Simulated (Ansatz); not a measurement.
Below is a relaxed structure of CuSn3. It was relaxed at this level from a Materials Project cell.

Computed with DFT PBE, scalar-relativistic, plane waves, PAW in Ansatz 0.2.0. Cutoff 420 eV, Γ-centred mesh, Gaussian smearing, no spin polarisation.

```
Cu Sn
1.0
    -2.31349    2.31349    4.46734
     2.31349   -2.31349    4.46734
     2.31349    2.31349   -4.46734
Cu Sn
1 3
Direct
  0.00000 0.00000 0.00000
  0.75000 0.25000 0.50000
  0.25000 0.75000 0.50000
  0.50000 0.50000 0.00000
```

Formation energies are uncorrected and refer to the elements' standard structures at the same level. The references include grey tin.

Question: What space group does it have?

Answer: I4/mmm (No. 139), the TiAl3 (D0_22) type. Conventional cell: a = 4.627 Å, c = 8.935 Å. Cu has 12 Sn at 3.22–3.27 Å; around Sn on a site of symmetry -4m2 lie 4 Cu at 3.22 Å and 8 Sn at 3.22–3.27 Å; Sn on a site of symmetry 4/mmm is surrounded by 8 Sn at 3.22 Å and 4 Cu at 3.27 Å.

Question: How far does it lie from the elements in energy?

Answer: +0.23 eV/atom. The separate elements lie lower, so it is unstable against them.

Question: Is it a metal?

Answer: Yes, bands cross the Fermi level on the 14×14×14 mesh.

The last run used a 14×14×14 mesh for its 4-atom cell and Gaussian smearing of 0.10 eV. A structure relaxed within its symmetry needn't be a true minimum. Another cell of CuSn3 relaxed alike, in P6_3/mmc (a Materials Project cell), lies 95 meV/atom lower, so this cell isn't the stable form at this level.
